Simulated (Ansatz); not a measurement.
**Computed properties of SiSnGeC**

SiSnGeC:
Space group Pmm2 (No. 25); a = 3.274 Å, b = 3.945 Å, c = 5.560 Å, α = 90.00°, β = 90.00°, γ = 90.00°

```tsv
atom	site	symmetry	x	y	z
C	1a	mm2	0.0000	0.0000	0.9755
Si	1c	mm2	0.5000	0.0000	0.1532
Ge	1d	mm2	0.5000	0.5000	0.3961
Sn	1b	mm2	0.0000	0.5000	0.7755
```

Space group Pmm2 (No. 25); conventional cell a = 3.2740 Å, b = 3.9446 Å, c = 5.5603 Å, α = β = γ = 90.00°.

Method: r²SCAN (plane waves, PAW; program Ansatz). Geometry: relaxed at this level of theory. Other levels are named where they apply.

### Cell and energy

```
Property                                                      Value
-----------------------------------------------------  ------------
Volume per atom                                            17.95 Å³
Density                                                  5.35 g/cm³
Formation energy from the elements (no fitted shifts)  0.47 eV/atom
```

### Electronic structure

```
Property                                                                     Value
------------------------------------  --------------------------------------------
Electronic character                                             metallic (no gap)
Density of states at the Fermi level  0.24 states/eV per atom (mean over ±0.08 eV)
```

### Mechanics

```
Item                                   Value
----------------------------------  --------
Bulk modulus (Birch–Murnaghan fit)  975 kbar
Pressure derivative B′                   4.7
```

### Charges

```
Quantity                                         Value
-------------  ---------------------------------------
Bader charges  C -2.06, Si +1.77, Ge -0.53, Sn +0.81 e
```

The start of the workflow was typed in or built on a structure type; neither database checked (COD, Materials Project) lists it. Its standing as an ambient phase is unchecked. The cell keeps a stress of up to 0.2 GPa. Symmetry was held in the r²SCAN relaxation; its stability against distortions is not shown here. Its formation energy is positive at this level, so the cell may be metastable or incomplete. The references are the lowest solids computed at this level, not always the standard phases. Scalar-relativistic: spin–orbit coupling is off unless named, which matters more the heavier the elements.

Potentials: the later of the program's two PAW sets.
